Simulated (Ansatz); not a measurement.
One crystal and one scan (scan of one atom of the cell) at two levels, PBEsol (plane waves to 420 eV, PAW, scalar-relativistic; Ansatz, a quantum-chemistry and plane-wave program) and PBE (plane waves to 420 eV, PAW, scalar-relativistic; Ansatz), each from its own relaxed cell and on its own mesh. The cell shown is that of PBEsol.

Al$_{2}$Cu (Al2Cu type, space group I4/mcm)

```xyz
6
Lattice="-3.0010 3.0010 2.4072 3.0010 -3.0010 2.4072 3.0010 3.0010 -2.4072" Properties=species:S:1:pos:R:3 pbc="T T T"
Al     0.9539     3.9549     0.0000
Al     0.9539     2.0471     2.4072
Al     2.0471     0.9539     0.0000
Al     2.0471    -0.9539     2.4072
Cu     0.0000     0.0000     1.2036
Cu     0.0000     0.0000     3.6108
```

In this cell atom 1 (Al, nearest neighbour Cu at 2.559 Å; its periodic images, 4.8 Å or more away, move with it) is moved by s along Cartesian [110], unit vector (0.707, 0.707, 0.000); all other atoms and the cell stay fixed.

E stands for the smeared free energy. Al2Cu is run without spin polarisation. Al2Cu was relaxed with its symmetry unable to fall. The PAW data are Ansatz's earlier set. With partly filled bands, energies and forces of such displacements shift with the k mesh and the smearing. Percentages come from the unrounded values. Both scans cover s from -0.260 to 0.260 Å.

Results of PBEsol:

Lattice constant a (Å): 6.002
Lattice constant c (Å): 4.814
Relaxed volume (Å³/atom): 14.45
Energy at s = 0.260 Å (meV/cell): 131
Force along the line at s = -0.260 Å (eV/Å): 1.798
Force constant k = d²E/ds² at s = 0 (finite differences) (eV/Å²): 4.89
Symmetry of the curve: not even: the negative side lies higher at ±0.260 Å
Shape of the curve: a single well with its minimum at or next to zero displacement

Estimate the PBE values.


```json
[
 {"quantity": "Lattice constant a (Å)", "PBE": "6.059", "PBEsol − PBE": "-0.057 (-0.9 %)"},
 {"quantity": "Lattice constant c (Å)", "PBE": "4.874", "PBEsol − PBE": "-0.060 (-1.2 %)"},
 {"quantity": "Relaxed volume (Å³/atom)", "PBE": "14.91", "PBEsol − PBE": "-0.46 (-3.1 %)"},
 {"quantity": "Energy at s = 0.260 Å (meV/cell)", "PBE": "119", "PBEsol − PBE": "+12 (+10 %)"},
 {"quantity": "Force along the line at s = -0.260 Å (eV/Å)", "PBE": "1.686", "PBEsol − PBE": "+0.112 (+6.6 %)"},
 {"quantity": "Force constant k = d²E/ds² at s = 0 (finite differences) (eV/Å²)", "PBE": "4.53", "PBEsol − PBE": "+0.36 (+8.0 %)"}
]
```

PBEsol gives the higher value for: energy at s = 0.260 Å; force along the line at s = -0.260 Å; force constant k = d²E/ds² at s = 0. PBEsol gives the lower value for: lattice constant a; lattice constant c; relaxed volume. Both give the same symmetry of the curve: not even: the negative side lies higher at ±0.260 Å. Neither level is exact: the differences show how much the result hangs on the functional.

(For displaced atoms, the force is minus the slope of the energy, and its curvature is a force constant, which sets phonon frequencies.)
